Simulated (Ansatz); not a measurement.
**Band table of SnO2**

```yaml
crystal:
  lattice:
    - [4.73735, 0.00000, 0.00000]
    - [0.00000, 4.73735, 0.00000]
    - [0.00000, 0.00000, 3.15454]
  atoms:
    - { symbol: Sn, position: [0.00000, 0.00000, 0.00000] }
    - { symbol: Sn, position: [0.50000, 0.50000, 0.50000] }
    - { symbol: O, position: [0.30562, 0.30562, 0.00000] }
    - { symbol: O, position: [0.19438, 0.80562, 0.50000] }
    - { symbol: O, position: [0.69438, 0.69438, 0.00000] }
    - { symbol: O, position: [0.80562, 0.19438, 0.50000] }
```

Atoms are numbered in the order listed.

Structure: COD 2101853, as refined from experiment and not relaxed. The listed cell was then made from it by scaling, straining or moving an atom.

No spin–orbit coupling, which matters for the heavy atoms here.

Method: Ansatz 0.2.0, DFT, LDA, all-electron LAPW, scalar-relativistic.

Settings: a Γ-centred 4×4×6 k mesh, Fermi–Dirac smearing of 0.03 eV, basis error target 1 meV/atom, no spin polarisation.

Path points, in fractions of the reciprocal vectors: Γ (0.000, 0.000, 0.000), X (0.000, 0.500, 0.000), M (0.500, 0.500, 0.000), Z (0.000, 0.000, 0.500), R (0.000, 0.500, 0.500), A (0.500, 0.500, 0.500). Levels in eV from the valence-band top; bands 23 to 53, counted from the lowest band of the run. The gap is 1.26 eV, direct at Γ.

```
# k(1/Å) point b23 b24 b25 b26 b27 b28 b29 b30 b31 b32 b33 b34 b35 b36 b37 b38 b39 b40 b41 b42 b43 b44 b45 b46 b47 b48 b49 b50 b51 b52 b53
0.000 Γ -21.06 -20.30 -19.97 -19.96 -19.96 -19.85 -19.80 -19.71 -19.69 -19.69 -18.85 -16.89 -16.89 -15.01 -8.34 -4.26 -4.26 -4.00 -3.25 -2.06 -1.95 -1.24 -1.24 -0.83 -0.83 0.00 1.26 6.14 6.21 6.21 10.08
0.133 - -21.04 -20.31 -19.97 -19.95 -19.95 -19.86 -19.80 -19.71 -19.69 -19.69 -18.82 -16.97 -16.83 -15.03 -8.28 -4.45 -4.21 -3.97 -3.19 -2.12 -1.88 -1.23 -1.23 -1.06 -0.82 -0.05 1.54 6.01 6.25 6.36 10.20
0.265 - -21.00 -20.37 -19.97 -19.95 -19.95 -19.90 -19.79 -19.71 -19.70 -19.70 -18.72 -17.17 -16.65 -15.10 -8.08 -4.92 -4.04 -3.85 -3.01 -2.30 -1.74 -1.54 -1.23 -1.21 -0.80 -0.21 2.17 5.80 6.38 6.57 10.48
0.398 - -20.92 -20.46 -19.97 -19.95 -19.95 -19.93 -19.78 -19.72 -19.70 -19.70 -18.56 -17.45 -16.39 -15.25 -7.75 -5.52 -3.79 -3.67 -2.74 -2.55 -2.08 -1.68 -1.22 -1.20 -0.77 -0.40 2.92 5.48 6.59 6.80 10.73
0.531 - -20.82 -20.58 -19.96 -19.95 -19.95 -19.95 -19.77 -19.74 -19.70 -19.70 -18.34 -17.76 -16.08 -15.48 -7.31 -6.15 -3.45 -3.43 -2.85 -2.59 -2.40 -1.79 -1.21 -1.19 -0.72 -0.57 3.68 5.01 6.83 6.97 10.80
0.663 X -20.71 -20.71 -19.96 -19.96 -19.95 -19.95 -19.75 -19.75 -19.70 -19.70 -18.07 -18.07 -15.76 -15.76 -6.76 -6.76 -3.15 -3.15 -3.05 -3.05 -2.06 -2.06 -1.20 -1.20 -0.66 -0.66 4.40 4.40 6.98 6.98 10.81
0.796 - -20.72 -20.72 -19.96 -19.96 -19.95 -19.95 -19.75 -19.75 -19.70 -19.70 -18.02 -18.02 -15.83 -15.83 -6.68 -6.68 -3.14 -3.14 -3.12 -3.12 -2.06 -2.06 -1.21 -1.21 -0.69 -0.69 4.44 4.44 7.03 7.03 10.79
0.928 - -20.74 -20.74 -19.95 -19.95 -19.95 -19.95 -19.75 -19.75 -19.70 -19.70 -17.87 -17.87 -16.02 -16.02 -6.44 -6.44 -3.31 -3.31 -3.12 -3.12 -2.07 -2.07 -1.24 -1.24 -0.77 -0.77 4.55 4.55 7.15 7.15 10.76
1.061 - -20.77 -20.77 -19.95 -19.95 -19.95 -19.95 -19.75 -19.75 -19.70 -19.70 -17.63 -17.63 -16.30 -16.30 -6.09 -6.09 -3.61 -3.61 -3.09 -3.09 -2.07 -2.07 -1.27 -1.27 -0.86 -0.86 4.68 4.68 7.29 7.29 10.75
1.194 - -20.79 -20.79 -19.96 -19.96 -19.94 -19.94 -19.75 -19.75 -19.69 -19.69 -17.33 -17.33 -16.64 -16.64 -5.74 -5.74 -3.92 -3.92 -3.07 -3.07 -2.07 -2.07 -1.30 -1.30 -0.93 -0.93 4.79 4.79 7.40 7.40 10.79
1.326 M -20.80 -20.80 -19.96 -19.96 -19.94 -19.94 -19.75 -19.75 -19.69 -19.69 -17.03 -17.03 -16.96 -16.96 -5.57 -5.57 -4.08 -4.08 -3.07 -3.07 -2.07 -2.07 -1.32 -1.32 -0.95 -0.95 4.83 4.83 7.44 7.44 10.81
1.514 - -20.82 -20.75 -19.96 -19.95 -19.95 -19.94 -19.75 -19.74 -19.70 -19.69 -17.66 -17.01 -16.96 -16.29 -6.16 -5.51 -4.11 -3.56 -3.17 -2.98 -2.19 -1.96 -1.31 -1.28 -0.94 -0.87 4.55 4.94 7.34 7.38 10.66
1.701 - -20.88 -20.61 -19.96 -19.96 -19.95 -19.94 -19.77 -19.73 -19.70 -19.69 -18.20 -16.98 -16.94 -15.67 -7.07 -5.31 -4.17 -3.43 -2.76 -2.76 -2.49 -1.75 -1.29 -1.22 -0.90 -0.65 3.80 5.22 7.04 7.15 10.50
1.889 - -20.96 -20.45 -19.97 -19.96 -19.95 -19.92 -19.78 -19.72 -19.70 -19.69 -18.58 -16.94 -16.92 -15.25 -7.79 -4.95 -4.24 -3.72 -2.84 -2.46 -1.97 -1.66 -1.26 -1.19 -0.86 -0.36 2.79 5.57 6.69 6.76 10.48
2.077 - -21.03 -20.33 -19.97 -19.96 -19.95 -19.88 -19.80 -19.71 -19.70 -19.69 -18.79 -16.90 -16.90 -15.05 -8.21 -4.50 -4.26 -3.93 -3.13 -2.18 -1.82 -1.24 -1.23 -1.21 -0.84 -0.10 1.78 5.90 6.37 6.40 10.29
2.264 Γ -21.06 -20.30 -19.97 -19.96 -19.96 -19.85 -19.80 -19.71 -19.69 -19.69 -18.85 -16.89 -16.89 -15.01 -8.34 -4.26 -4.26 -4.00 -3.25 -2.06 -1.95 -1.24 -1.24 -0.83 -0.83 0.00 1.26 6.14 6.21 6.21 10.08
2.463 - -21.01 -20.23 -20.06 -20.06 -19.95 -19.86 -19.80 -19.71 -19.71 -19.71 -18.80 -16.72 -16.72 -15.08 -8.35 -4.16 -4.16 -4.10 -3.18 -2.77 -2.02 -1.65 -1.65 -0.79 -0.79 -0.09 1.92 6.36 6.66 6.66 9.42
2.663 - -20.87 -20.30 -20.30 -20.08 -19.89 -19.87 -19.79 -19.74 -19.74 -19.71 -18.61 -16.30 -16.30 -15.32 -8.37 -4.28 -4.05 -3.90 -3.90 -2.98 -2.49 -2.49 -2.34 -0.82 -0.82 -0.34 3.17 6.78 7.72 7.72 8.79
2.862 - -20.67 -20.56 -20.56 -20.04 -19.81 -19.80 -19.78 -19.78 -19.77 -19.71 -18.25 -15.81 -15.81 -15.73 -8.29 -5.36 -4.35 -3.72 -3.72 -3.15 -3.15 -2.83 -2.66 -0.96 -0.96 -0.73 4.39 6.94 8.57 8.95 8.95
3.061 - -20.73 -20.73 -20.46 -20.13 -19.81 -19.81 -19.75 -19.73 -19.72 -19.71 -17.69 -16.32 -15.43 -15.43 -8.00 -6.51 -4.21 -4.19 -4.19 -3.37 -2.92 -2.92 -2.23 -1.22 -1.17 -1.17 5.37 6.67 8.86 10.00 10.00
3.260 Z -20.80 -20.80 -20.27 -20.27 -19.82 -19.82 -19.73 -19.73 -19.69 -19.69 -17.01 -17.01 -15.28 -15.28 -7.41 -7.41 -4.41 -4.41 -3.87 -3.87 -2.73 -2.73 -1.73 -1.73 -1.30 -1.30 6.11 6.11 9.54 9.54 10.62
3.393 - -20.82 -20.82 -20.24 -20.24 -19.82 -19.82 -19.73 -19.73 -19.68 -19.68 -17.04 -17.04 -15.26 -15.26 -7.39 -7.39 -4.50 -4.50 -4.06 -4.06 -2.46 -2.46 -1.69 -1.69 -1.29 -1.29 6.13 6.13 9.32 9.32 10.65
3.525 - -20.88 -20.88 -20.15 -20.15 -19.83 -19.83 -19.73 -19.73 -19.68 -19.68 -17.11 -17.11 -15.21 -15.21 -7.33 -7.33 -4.85 -4.85 -4.24 -4.24 -2.03 -2.03 -1.58 -1.58 -1.24 -1.24 6.18 6.18 8.87 8.87 10.72
3.658 - -20.93 -20.93 -20.06 -20.06 -19.83 -19.83 -19.73 -19.73 -19.68 -19.68 -17.20 -17.20 -15.15 -15.15 -7.23 -7.23 -5.28 -5.28 -4.32 -4.32 -1.82 -1.82 -1.38 -1.38 -1.07 -1.07 6.26 6.26 8.40 8.40 10.82
3.791 - -20.97 -20.97 -20.00 -20.00 -19.83 -19.83 -19.73 -19.73 -19.67 -19.67 -17.27 -17.27 -15.10 -15.10 -7.12 -7.12 -5.62 -5.62 -4.36 -4.36 -1.79 -1.79 -1.21 -1.21 -0.84 -0.84 6.34 6.34 8.02 8.02 10.91
3.923 R -20.98 -20.98 -19.98 -19.98 -19.82 -19.82 -19.72 -19.72 -19.67 -19.67 -17.30 -17.30 -15.09 -15.09 -7.07 -7.07 -5.75 -5.75 -4.37 -4.37 -1.80 -1.80 -1.16 -1.16 -0.74 -0.74 6.38 6.38 7.87 7.87 10.95
4.056 - -20.97 -20.97 -20.00 -20.00 -19.83 -19.83 -19.72 -19.72 -19.67 -19.67 -17.25 -17.25 -15.11 -15.11 -7.27 -7.27 -5.52 -5.52 -4.39 -4.39 -1.73 -1.73 -1.13 -1.13 -0.81 -0.81 6.10 6.10 8.09 8.09 10.93
4.188 - -20.94 -20.94 -20.07 -20.07 -19.83 -19.83 -19.72 -19.72 -19.67 -19.67 -17.14 -17.14 -15.17 -15.17 -7.62 -7.62 -5.18 -5.18 -4.29 -4.29 -1.59 -1.59 -1.07 -1.07 -0.97 -0.97 5.59 5.59 8.43 8.43 10.86
4.321 - -20.89 -20.89 -20.17 -20.17 -19.83 -19.83 -19.72 -19.72 -19.68 -19.68 -16.99 -16.99 -15.26 -15.26 -7.94 -7.94 -5.11 -5.11 -3.84 -3.84 -1.62 -1.62 -1.09 -1.09 -0.99 -0.99 5.13 5.13 8.63 8.63 10.83
4.454 - -20.83 -20.83 -20.26 -20.26 -19.83 -19.83 -19.72 -19.72 -19.68 -19.68 -16.87 -16.87 -15.34 -15.34 -8.14 -8.14 -5.16 -5.16 -3.21 -3.21 -2.00 -2.00 -1.04 -1.04 -0.91 -0.91 4.82 4.82 8.69 8.69 10.86
4.586 A -20.81 -20.81 -20.29 -20.29 -19.82 -19.82 -19.72 -19.72 -19.68 -19.68 -16.81 -16.81 -15.37 -15.37 -8.21 -8.21 -5.19 -5.19 -2.65 -2.65 -2.48 -2.48 -1.00 -1.00 -0.88 -0.88 4.72 4.72 8.69 8.69 10.95
4.774 - -20.89 -20.81 -20.29 -20.17 -19.83 -19.83 -19.73 -19.72 -19.68 -19.68 -16.98 -16.83 -15.36 -15.26 -8.14 -8.00 -5.13 -5.13 -3.84 -2.66 -2.56 -1.52 -1.09 -1.06 -0.96 -0.92 4.90 4.96 8.50 8.89 10.69
4.961 - -20.97 -20.81 -20.29 -20.00 -19.83 -19.83 -19.73 -19.72 -19.68 -19.67 -17.24 -16.88 -15.34 -15.11 -7.97 -7.44 -4.99 -4.98 -4.96 -2.79 -2.69 -1.26 -1.21 -1.18 -1.04 -1.02 5.32 5.66 8.06 9.42 10.35
5.149 - -20.97 -20.80 -20.28 -19.99 -19.83 -19.83 -19.73 -19.73 -19.68 -19.67 -17.29 -16.95 -15.31 -15.10 -7.73 -6.99 -5.46 -4.77 -4.73 -3.18 -2.71 -1.44 -1.43 -1.34 -1.25 -1.15 5.76 6.34 7.92 9.97 10.09
5.337 - -20.88 -20.80 -20.28 -20.15 -19.83 -19.82 -19.73 -19.73 -19.69 -19.68 -17.13 -16.99 -15.29 -15.20 -7.50 -7.24 -4.67 -4.56 -4.51 -3.62 -2.73 -2.00 -1.65 -1.64 -1.32 -1.26 6.03 6.24 8.80 9.66 10.63
5.524 Z -20.80 -20.80 -20.27 -20.27 -19.82 -19.82 -19.73 -19.73 -19.69 -19.69 -17.01 -17.01 -15.28 -15.28 -7.41 -7.41 -4.41 -4.41 -3.87 -3.87 -2.73 -2.73 -1.73 -1.73 -1.30 -1.30 6.11 6.11 9.54 9.54 10.62
5.763 - -20.77 -20.76 -20.41 -20.10 -19.81 -19.81 -19.75 -19.73 -19.72 -19.70 -17.69 -16.41 -15.41 -15.38 -7.95 -6.53 -4.56 -4.21 -4.06 -3.81 -2.69 -2.53 -2.15 -1.19 -1.19 -1.14 5.40 6.67 8.78 9.71 10.02
6.003 - -20.76 -20.64 -20.41 -20.00 -19.82 -19.81 -19.78 -19.77 -19.76 -19.71 -18.16 -16.45 -15.69 -15.34 -8.02 -5.59 -4.98 -4.39 -3.57 -3.55 -2.68 -2.23 -2.08 -1.02 -0.92 -0.69 4.62 6.82 8.58 8.84 9.02
6.242 - -20.79 -20.49 -20.25 -20.10 -19.88 -19.85 -19.77 -19.74 -19.74 -19.72 -18.30 -17.03 -15.94 -15.26 -7.73 -5.41 -4.90 -4.45 -3.08 -2.72 -2.55 -1.93 -1.66 -1.08 -0.88 -0.49 4.03 6.25 7.97 8.03 9.20
6.481 - -20.79 -20.55 -20.08 -20.07 -19.91 -19.88 -19.76 -19.74 -19.71 -19.71 -18.25 -17.65 -15.98 -15.45 -7.29 -6.12 -4.20 -3.70 -2.89 -2.35 -2.23 -1.73 -1.43 -1.35 -0.76 -0.59 3.96 5.25 7.22 7.34 10.26
6.721 X -20.71 -20.71 -19.96 -19.96 -19.95 -19.95 -19.75 -19.75 -19.70 -19.70 -18.07 -18.07 -15.76 -15.76 -6.76 -6.76 -3.15 -3.15 -3.05 -3.05 -2.06 -2.06 -1.20 -1.20 -0.66 -0.66 4.40 4.40 6.98 6.98 10.81
```
